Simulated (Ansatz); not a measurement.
## Deforming CuPd

```
Cu Pd
1.0
     2.98800    0.00000    0.00000
     0.00000    2.98800    0.00000
     0.00000    0.00000    2.98800
Cu Pd
1 1
Direct
  0.00000 0.00000 0.00000
  0.50000 0.50000 0.50000
```

Atoms are numbered in the order listed.

The cell comes from COD entry 9008813, which wasn't checked; take it as a given geometry.

Spin polarisation is left out, and whether a magnetic state lies lower isn't shown here.

The calculation used Ansatz 0.2.0, DFT, PBEsol, all-electron LAPW, scalar-relativistic.

The runs use a Γ-centred 14×14×14 k mesh, Fermi–Dirac smearing of 0.05 eV, basis error target 0.25 meV/atom, no spin polarisation.

The unchanged cell is at -4.60 GPa.

In a metal, stresses and small energies carry noise from the k mesh.

x, y and z are the Cartesian axes of the cell as listed; fractional coordinates follow a strain, and an engineering shear is twice the off-diagonal strain component.

(1) One change gave: energy change +1 meV/atom; stress change (xx, yy, zz, yz, xz, xy) 0.05, 0.05, 0.05, -0.90, -0.90, -0.90 GPa, compression positive. Which change was it?
A. equal xy, yz and zx engineering shear strains of +2 %
B. equal xy, yz and zx engineering shear strains of -1 %
C. equal xy, yz and zx engineering shear strains of -2 %
D. equal xy, yz and zx engineering shear strains of +1 %

## Answers

(1) D. For equal xy, yz and zx engineering shear strains of -2 %: energy change +5 meV/atom; stress change (xx, yy, zz, yz, xz, xy) 0.22, 0.22, 0.22, 2.08, 2.08, 2.08 GPa, compression positive. For equal xy, yz and zx engineering shear strains of -1 %: energy change +1 meV/atom; stress change (xx, yy, zz, yz, xz, xy) 0.05, 0.05, 0.05, 0.98, 0.98, 0.98 GPa, compression positive. For equal xy, yz and zx engineering shear strains of +2 %: energy change +4 meV/atom; stress change (xx, yy, zz, yz, xz, xy) 0.20, 0.20, 0.20, -1.73, -1.73, -1.73 GPa, compression positive.
